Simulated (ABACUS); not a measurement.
Consider a self-consistent single point of MgO (C2/m, 2 atoms in the cell; from Materials Project mp-1265, changed as shown).

```yaml
crystal:
  lattice:
    - [0.00000, 2.09700, 2.09700]
    - [2.09700, 0.00000, 2.09700]
    - [2.05506, 2.05506, 0.00000]
  atoms:
    - { symbol: Mg, position: [0.00000, 0.00000, 0.00000] }
    - { symbol: O, position: [0.50000, 0.50000, 0.50000] }
```

Method: PBEsol, PseudoDojo 0.4 standard norm-conserving PBEsol (tails mended) pseudopotentials (plane waves; ABACUS).

ABACUS settings:

| key | value |
|---|---|
| KPT | MP 11 11 11 0 0 0 |
| basis_type | pw |
| dft_functional | PBESOL |
| ecutwfc | 84 Ry |
| smearing_method | gaussian |
| smearing_sigma | 0.00146997 Ry |
| potentials | PseudoDojo 0.4 standard norm-conserving PBEsol (tails mended) |
| symmetry | 1 |
| symmetry_prec | 1e-05 |
| ks_solver | dav_subspace |
| scf_nmax | 100 |
| scf_thr | 1.0e-09 Ry |
| mixing_type | broyden |
| mixing_beta | 0.4 |

Results:

| Quantity | Result |
|---|---|
| Number of valence electrons | 16 |
| Number of bands | 18 |
| Number of k-points after the program's reduction | 366 |
| Number of plane waves (most at a k-point) | 1601 |
| Number of SCF iterations | 9 |
| FFT grid | 36 × 36 × 36 |
| Free energy E − TS | -2065.6607 eV |
| Pressure | 5.76 GPa |

Stress (GPa, positive for compression):
```
 6.59   3.05  -1.45
 3.05   6.59  -1.45
-1.45  -1.45   4.11
```

For comparison: a first run was changed to give this one (lattice vector c scaled by 0.98), and from it to this one the free energy goes up by 7.7 meV/atom and the pressure goes from 2.21 to 5.76 GPa.

The structure comes from a collection of computed structures, made at another level of theory; the collection holds predicted forms beside known ones.

Cost on one core: roughly 4 core-minutes.

“Tails mended”: in these copies of the files the far tail of each local potential was reset to the Coulomb form.
